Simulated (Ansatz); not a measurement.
## Zone-centre phonons of Nb$_{2}$AlC: input and output

Level of theory: Ansatz 0.2.0, DFT LDA, scalar-relativistic, plane waves, PAW.

Launched with:
```bash
ansatz run input.yaml --threads 2 --pin off --max-ram 6144MiB --backend cpu --events-out ev --progress --plain --runs-dir out
```

Input (bare energies are in eV):
```yaml
crystal:
  lattice:
    - [3.0775936591, 0.0, 0.0]
    - [-1.5387968295, 2.6652742913, 0.0]
    - [0.0, 0.0, 13.7397830234]
  atoms:
    - { symbol: Al, position: [0.3333333333, 0.6666666667, 0.75] }
    - { symbol: Al, position: [0.6666666667, 0.3333333333, 0.25] }
    - { symbol: Nb, position: [0.3333333333, 0.6666666667, 0.0890893212] }
    - { symbol: Nb, position: [0.6666666667, 0.3333333333, 0.5890893212] }
    - { symbol: Nb, position: [0.6666666667, 0.3333333333, 0.9109106788] }
    - { symbol: Nb, position: [0.3333333333, 0.6666666667, 0.4109106788] }
    - { symbol: C, position: [0.0, 0.0, 0.0] }
    - { symbol: C, position: [0.0, 0.0, 0.5] }
basis:
  ecutwfc: 420
kpoints:
  mp_grid: { grid: [12, 12, 4] }
hamiltonian:
  xc: lda
scf:
  occupations: { method: fermi_dirac, width: 0.15 }
output:
  eigenvalues: true
phonons:
  method: dfpt
  eigenvectors: true
```

Results section of the output:
```
--- Phonons (Γ-DFPT): 6 representative perturbations + reference, on 164 of 576 k-points (Σ response iterations 19) ---
  k mesh reduced under 2 symmetry operations, with k and −k counted as one. Each operation leaves every solved perturbation unchanged. A smaller set is not used because it would not reduce the number of displacements ...
  ASR residual: 1.110e-3 → 0.000e0 eV/Å²; symmetrization residual: 7.014e-6 eV/Å²
  ASR residual per site (eV/Å²): 1.83e-5 1.83e-5 1.11e-3 1.11e-3 1.11e-3 1.11e-3 1.06e-4 1.06e-4
  Γ frequencies (cm⁻¹): 0.00 0.00 0.00 84.62 84.62 125.85 151.04 151.04 185.10 185.10 190.13 190.13 201.82 201.82 230.84 276.21 353.06 355.19 645.53 646.25 661.20 661.20 661.21 661.21
  non-analytic LO–TO correction: not included (Born effective charges unavailable; polar crystals: no LO–TO splitting at Γ)
```

It took 5 min on 2 threads of Oxide Virtual Turin-like Processor (Zen 5), with other jobs on the host, peak memory 2.5 GiB.

In a metal, frequencies and elastic constants depend on the k mesh and the smearing, soft modes and shear constants most.